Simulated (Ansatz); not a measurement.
Each is relaxed and computed with DFT-r²SCAN in the program Ansatz with PAW potentials. Which is the only one with a gap?
A) Cs2LiMoF6, Fm-3m (Cs on 8c, Li on 4b, Mo on 4a, F on 24e)
B) LiC6, Cmmm (C on 4i, C on 4i, C on 4i, Li on 2c)
C) Si3Mo5, I4/mcm (Si on 8h, Si on 4a, Mo on 16k, Mo on 4b)
D) SiMo2C, P6_3/mmc (Si on 2d, Mo on 4f, C on 2a)

A, Cs2LiMoF6, Fm-3m (Cs on 8c, Li on 4b, Mo on 4a, F on 24e). Cs2LiMoF6: gap 3.01 eV (indirect); Si3Mo5: metal; LiC6: metal; SiMo2C: metal. Spin orders computed, not proven ground states: Cs2LiMoF6, Fm-3m (Cs on 8c, Li on 4b, Mo on 4a, F on 24e) ferromagnetic. Typed or built starts, not in the databases checked: LiC6, Cmmm (C on 4i, C on 4i, C on 4i, Li on 2c); SiMo2C, P6_3/mmc (Si on 2d, Mo on 4f, C on 2a). Standing as an ambient phase not checked: Cs2LiMoF6, Fm-3m (Cs on 8c, Li on 4b, Mo on 4a, F on 24e); Si3Mo5, I4/mcm (Si on 8h, Si on 4a, Mo on 16k, Mo on 4b). All cells were relaxed under the symmetry of their starts (and spin orders); stability against distortions was not tested throughout. Rows with no word on spin ran without spin polarisation. No Hubbard U is applied. Spin–orbit coupling is left out wherever it is not named.

Potentials: the later of the program's two PAW sets.
